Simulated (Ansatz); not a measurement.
ZnPdF₆:
```
ZnPdF6
1.0
    2.40835     1.39046     4.48635
   -2.40835     1.39046     4.48635
    0.00000    -2.78092     4.48635
Zn Pd F
1 1 6
Direct
  0.50000   0.50000   0.50000
  0.00000   0.00000   0.00000
  0.24118   0.91308   0.59900
  0.75882   0.08692   0.40100
  0.59900   0.24118   0.91308
  0.40100   0.75882   0.08692
  0.91308   0.59900   0.24118
  0.08692   0.40100   0.75882
```

Cartesian axes are those of the cell as given.

Task: Give the high-frequency dielectric tensor and the Born effective charge tensors of the independent atoms from DFPT, DFT-LDA in the program Ansatz with PAW potentials.

Result: 
ε∞:
```
3.96  0.00  0.00
0.00  3.96  0.00
0.00  0.00  4.32
```
Z* of atom 1 (Zn), rows: field, columns: displacement, in e:
```
 2.60  -0.36   0.00
 0.36   2.60   0.00
 0.00   0.00   2.96
```
Z* of atom 2 (Pd), rows: field, columns: displacement, in e:
```
 2.95   0.62   0.00
-0.62   2.95   0.00
 0.00   0.00   2.89
```
Z* of atom 3 (F), rows: field, columns: displacement, in e:
```
-0.91  -0.48   0.58
-0.39  -0.94   0.48
 0.49   0.58  -0.98
```

Space group R-3. The first step of the workflow began from a Materials Project structure, measured or hypothetical; the Crystallography Open Database files this formula in space group No. 148, but the cells were not matched. Whether it is the stable phase at ambient conditions was not checked. Symmetry was held in the LDA relaxation; whether a distortion lowers the energy is not shown. No spin polarisation was allowed. Spin–orbit coupling is left out wherever it is not named.

Potentials: the later of the program's two PAW sets.
